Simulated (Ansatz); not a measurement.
**Relaxing a structure of Li**

The start is a relaxed Li cell, doubled along one cell vector, shaken by Gaussian noise of σ = 0.08 Å a coordinate. Cell shape, volume and atoms are optimised at zero target pressure with r2SCAN (plane waves to 500 eV, PAW, scalar-relativistic; Ansatz, a quantum-chemistry and plane-wave program). First-step values are on the input's coarse k-mesh.

Ansatz input (later rounds restart from its end on a renewed k-mesh):
Ansatz 0.2 input:
```yaml
crystal:
  lattice:
    - [6.2045078838, 0.0000000001, 0]
    - [-1.551126971, 2.6866307227, 0]
    - [0, 0, 10.062399085]
  atoms:
    - { symbol: Li, position: [0.0060006582, 0.0295046733, -0.008442733] }
    - { symbol: Li, position: [0.4865203103, 0.0036364497, -0.0025228464] }
    - { symbol: Li, position: [0.022811169, 0.0350185918, 0.4915074409] }
    - { symbol: Li, position: [0.5300760291, -0.0253418122, 0.5148635638] }
    - { symbol: Li, position: [0.1670619996, 0.6344620237, 0.2555746585] }
    - { symbol: Li, position: [0.6823195864, 0.7230898055, 0.2569640338] }
    - { symbol: Li, position: [0.3303984145, 0.2930387853, 0.7481623495] }
    - { symbol: Li, position: [0.8484567362, 0.3410169524, 0.751072696] }
basis: { ecutwfc: 500, ecutrho_ratio: 4, xc_grid: 4, fft_grid_basis: typed }
kpoints: { mp_grid: { grid: [6, 12, 4] } }
hamiltonian:
  xc: r2scan
  dispersion: none
  pseudopotentials: { azcp: { folder: ./paw }, kind: paw }
scf: { occupations: { method: fermi_dirac, width: 0.05 } }
relax: { f_tol: 0.01, max_steps: 100, cell: { stress_tol: 0.02 } }
output: { forces: true, stress: true }
```

**Question.** What is the largest force in the starting geometry, and on which atom (counted from 1)?

**Answer.** 0.24 eV/Å, on Li5 (atoms numbered as listed).

**Question.** By how much does the energy per atom fall from start to end?

**Answer.** 0.01 eV/atom.

**Question.** How do the shortest distances between atoms change?

**Answer.** The closest pairs of elements (up to four, under 3.6 Å), start → end: Li–Li 2.87 → 3.09 Å.

**Question.** Is the relaxed structure metallic? Give its gap.

**Answer.** No gap (metallic).

Final structure:

Space group P6₃/mmc (No. 194); a = b = 3.103 Å, c = 10.061 Å, α = β = 90.00°, γ = 120.00°

```
atom  site  symmetry       x       y       z
----  ----  --------  ------  ------  ------
Li      2a      -3m.  0.0000  0.0000  0.0000
Li      2d      -6m2  0.6667  0.3333  0.2500
```

Final values are on a 17×17×5 k-mesh of the relaxed cell. No spin polarisation in the result.

The relaxed structure here is a generated cell of Li: the first start was made by placing the elements on the sites of a structure type, and the end was not matched to a known phase here, so it may be hypothetical. Known forms of Li include space group No. 229.
